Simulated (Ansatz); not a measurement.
# What a change of settings does to a run on SrHg₂

The cell is the one relaxed in the Materials Project (mp-11472); entries there can be hypothetical. The listed cell was then made from it by scaling, straining or moving an atom.

First run: DFT, PBEsol, PAW with Ansatz's default frozen-core files, scalar-relativistic (Ansatz 0.2.0).

Command: `ansatz run input.yaml --threads 1 --pin off --max-ram 3072MiB --backend cpu --events-out ev --progress --plain --runs-dir out` The run took 74 s on 1 thread of Intel(R) Xeon(R) Platinum 8375C CPU @ 2.90GHz (Ice Lake), on a shared host, peak memory 0.59 GiB.

```yaml
crystal:
  lattice:
    - [5.0153195696, 0.0, 0.0]
    - [-2.5076597848, 4.3433941554, 0.0]
    - [0.0, 0.0, 4.01641337]
  atoms:
    - { symbol: Sr, position: [-0.03031208, 0.00019799, -0.01902114] }
    - { symbol: Hg, position: [0.6618092667, 0.3391314333, 0.48137305] }
    - { symbol: Hg, position: [0.3288010833, 0.6286015467, 0.52112452] }
kpoints:
  mp_grid: { grid: [5, 5, 6] }
scf:
  occupations: { method: fermi_dirac, width: 0.05 }
hamiltonian:
  xc: pbesol
  pseudopotentials: { kind: paw }
output:
  forces: true
  stress: true
  efg: { contact_densities: true }
  write_density: true
  write_potential: true
  elf: true
  volumetric_format: npy
relax:
  f_tol: 0.01
  max_steps: 80
  cell: {}
```

Result: converged; relaxed volume 27.804 Å³/atom; 36 SCF iterations in all.

No spin–orbit coupling, which matters for the heavy atoms here.

The input is then changed:

```diff
@@ -11,5 +11,5 @@
   mp_grid: { grid: [5, 5, 6] }
 scf:
-  occupations: { method: fermi_dirac, width: 0.05 }
+  occupations: { method: fermi_dirac, width: 0.1 }
 hamiltonian:
   xc: pbesol
@@ -19,8 +19,4 @@
   stress: true
   efg: { contact_densities: true }
-  write_density: true
-  write_potential: true
-  elf: true
-  volumetric_format: npy
 relax:
   f_tol: 0.01
```

Predict the outcome of the changed run.

It converged; energy at zero smearing -2.4 meV/atom from the first run; relaxed volume 27.785 Å³/atom; 31 SCF iterations in all.

The results part of its log:

```
basis re-selected at this cell: Δ(F+E_penalty+E_count) = +6.739e-4 eV, ΔP = +0.002 GPa vs the last step (what re-selecting the basis moved, of the pressure what is left beyond the Pulay correction that the steps carried, after the strain that the cell walked since its last selection, with what the two solves' SCF thresholds leave and, on support functions, any second-order correction that the steps lacked; it is no measure of the basis error at this ecutwfc). This SCF's stress stands 2.82e-2 GPa from its target on what of the cell is left free (relax.cell.stress_tol is 5.00e-2 GPa) and its largest allowed force component is 2.58e-4 eV/Å (relax.f_tol is 1.00e-2 eV/Å): within both
SCF converged after 6 iterations
Free energy (F): -30829.953703 eV
Harris-Foulkes:  -30829.953703 eV  (|F-HF|=1.46e-11)
Internal energy: -30829.889976 eV  (E = F + TS)
E sigma→0 (E₀):  -30829.921840 eV
Entropy (-TS):   -0.063727 eV (-21.242 meV/atom)
Fermi energy:    12.031717 eV
--- Per-component energies (eV) ---
  E_band       = -967.772364
  E_kinetic    = 1453.455911
  E_local      = -6773.593823  (includes V_loc(G=0)·N_el)
  E_nonlocal   = 351.966407
  E_hartree    = 2807.018261
  E_xc         = -611.136043
  E_vxc        = -687.016945  (∫ρ·V_xc dr)
  E_paw        = -22243.780026  (= ΣΔE_a)
  E_vpaw       = -926.622318  (= ΣTr[D̂ρ^β])
  E_aug_tail   = 0.001786  (compensation charges beyond the density's cutoff)
  E_ewald      = -5814.614098
  E_core_change = 0.791650  (= ΣΔE_core)
  E_smearing   = -0.063727  (= −TS)
  E_closure    = -0.000000  (closes the sum)
  Σ components = -30829.953703   (vs F -30829.953703, Δ=0.00e0)
--- Forces (eV/Å), atoms counted from 1 ---
  atom   1  Sr     0.00012226    -0.00008394     0.00004467
  atom   2  Hg    -0.00003392    -0.00017423     0.00015633
  atom   3  Hg    -0.00008803     0.00025799    -0.00020108
  max |Σ_I F_I| component: 3.10e-7 eV/Å
--- Stress (GPa, compression-positive) ---
       -0.026845      -0.003137       0.001856
       -0.003137      -0.014936       0.001664
        0.001856       0.001664      -0.018992
  P = ⅓ Tr σ = -0.0203 GPa (-0.203 kbar)
--- PAW observables at the nuclei: V_zz in 10²¹ V/m², potentials from the cell's mean, atoms counted from 1 ---
  atom   1  Sr V_zz =    -0.700555   η = 0.0065   by run symmetry: allowed
            electrostatic potential = -5512.955540 V   contact ρ = 400388.707894 e/Å³
  atom   2  Hg V_zz =   +30.042199   η = 0.0020   by run symmetry: allowed
            electrostatic potential = -16791.768194 V   contact ρ = 14111846.368206 e/Å³
  atom   3  Hg V_zz =   +30.042198   η = 0.0020   by run symmetry: allowed
            electrostatic potential = -16791.768191 V   contact ρ = 14111846.368268 e/Å³
--- Relaxed structure (4 steps of the walk, 4 accepted, 1 SCFs on fresh bases) ---
  F+E_penalty+E_count = -30829.95370277 eV   max|allowed force component| = 2.580e-4 eV/Å   (the final SCF, on the basis selected at the relaxed cell)
  cell:  # Å, volume = 83.3564 Å³
    - [4.941288831622144, 0.0005093137042621315, -0.00036257836043455423]
    - [-2.4702033372046825, 4.277248035447836, -0.00010194905113717655]
    - [-0.00029036326684924845, -0.0002619154004001313, 3.9437426313808377]
  atoms:
    - { symbol: Sr, position: [-0.01323853509644702, -0.010683626898352465, -0.005511094198433255] }
    - { symbol: Hg, position: [0.6534719981283384, 0.32268358216122234, 0.4944685976672117] }
    - { symbol: Hg, position: [0.3200648069681083, 0.6559310147371297, 0.4945189265312214] }
```
